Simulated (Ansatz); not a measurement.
Sb (A7 (α-As type)), relaxed with PBEsol (Ansatz, a first-principles code, plane waves, PAW): a = 4.3216 Å, b = 4.3216 Å, c = 11.0656 Å, α = 90.00°, β = 90.00°, γ = 120.00°.

| Quantity | Result |
|---|---|
| B₀ by P(V) fit (GPa) | 42.0 |
| K_Hill (GPa) | 42.8 |
| G_Hill (GPa) | 26.4 |
| Θ_D (K) | 210 |

Problem. The same phase is relaxed and computed with r²SCAN in the same code. What are the cell and these values now?

Solution. a = 4.3417 Å, b = 4.3417 Å, c = 11.6075 Å, α = 90.00°, β = 90.00°, γ = 120.00°.

- B₀ by P(V) fit (GPa) = 26.5
- K_Hill (GPa) = 32.7
- G_Hill (GPa) = 22.4
- Θ_D (K) = 195

All cells were relaxed under the symmetry of their starts (and spin orders); stability against distortions was not tested throughout. Spin–orbit coupling is left out wherever it is not named.

Potentials: the later of the program's two PAW sets.

Ansatz is a plane-wave DFT program.
